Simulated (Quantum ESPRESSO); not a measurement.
## SiIn6MgP8 (a curve over one atom's position)

Simulated, not a measurement. The program is pw.x of Quantum ESPRESSO 7.5 (plane-wave density functional theory). The cell is made up: 16 atoms on a doubled zincblende/diamond lattice, with randomly drawn elements, strain and displacements, not relaxed. PseudoDojo standard norm-conserving files (v0.5 for PBE, v0.4.1 for LDA and PBEsol) set the functional; there is no spin polarisation, spin-orbit coupling or dispersion term, and the masses in the input are unused placeholders.

Seven runs move atom 12 (P, counted in the order of the input) along z and keep all else fixed.

Input of the run at +0.0097:

```
&control calculation='scf', pseudo_dir='./dojo.nc.sr.pbe.v0_5.standard.upf', outdir='./o', disk_io='low', tprnfor=.true., tstress=.true. /
&system ibrav=0, nat=16, ntyp=4, nbnd=72, ecutwfc=84.00895049, nosym=.true., tot_charge=0,
 occupations='smearing', smearing='fd', degauss=0.0018374661
/
&electrons conv_thr=7.350e-09, electron_maxstep=60, /
ATOMIC_SPECIES
In 1.0 In.upf
Mg 1.0 Mg.upf
P 1.0 P.upf
Si 1.0 Si.upf
CELL_PARAMETERS angstrom
5.8983 0.0 0.0
0.0 5.8983 0.0
0.0 0.0 11.7966
ATOMIC_POSITIONS angstrom
Si 0.0101 0.047 0.0374
In -0.0783 2.9256 2.8861
In 3.0055 0.0272 2.9427
Mg 2.9708 3.0104 0.0153
In -0.0281 0.0613 5.9905
In 0.0232 2.9758 8.8285
In 2.9413 -0.0086 8.9238
In 2.9832 2.9528 5.8849
P 1.4812 1.4322 1.4897
P 1.4725 4.381 4.4094
P 4.3918 1.4853 4.4535
P 4.3517 4.4924 1.4847
P 1.473 1.5059 7.3524
P 1.495 4.3857 10.3349
P 4.3819 1.509 10.2881
P 4.4363 4.4331 7.3647
K_POINTS automatic
4 4 2 1 1 1
```

```
shift of atom 12 along z (Å)  free energy less that of the input shown (eV)  Fx on atom 12 (eV/Å)  Fy on atom 12 (eV/Å)  Fz on atom 12 (eV/Å)  pressure (GPa)  iterations
                     -0.1194                                        -0.1104                 1.657                 0.741                -0.282           -0.50          14
                     -0.0622                                        -0.0799                 1.602                 0.553                -0.788           -0.45          14
                     -0.0238                                        -0.0430                 1.573                 0.426                -1.132           -0.41          14
                     +0.0097                                         0.0000                 1.553                 0.314                -1.435           -0.36          15
                     +0.0636                                         0.0905                 1.532                 0.134                -1.923           -0.27          15
                     +0.1014                                         0.1697                 1.525                 0.005                -2.265           -0.19          13
                     +0.1272                                         0.2311                 1.525                -0.083                -2.497           -0.14          13
```

A cubic fit gives dFz/dz = -9.04 eV/Å² at zero shift. Across the table the free energy follows the integral of the force to within 0.1 meV. A rerun of one of the cells at a cutoff of 1437 eV and k mesh 6 x 6 x 4 moved values by no more than 0.016 eV in energy, 0.02 GPa in stress and 0.010 eV/Å in force.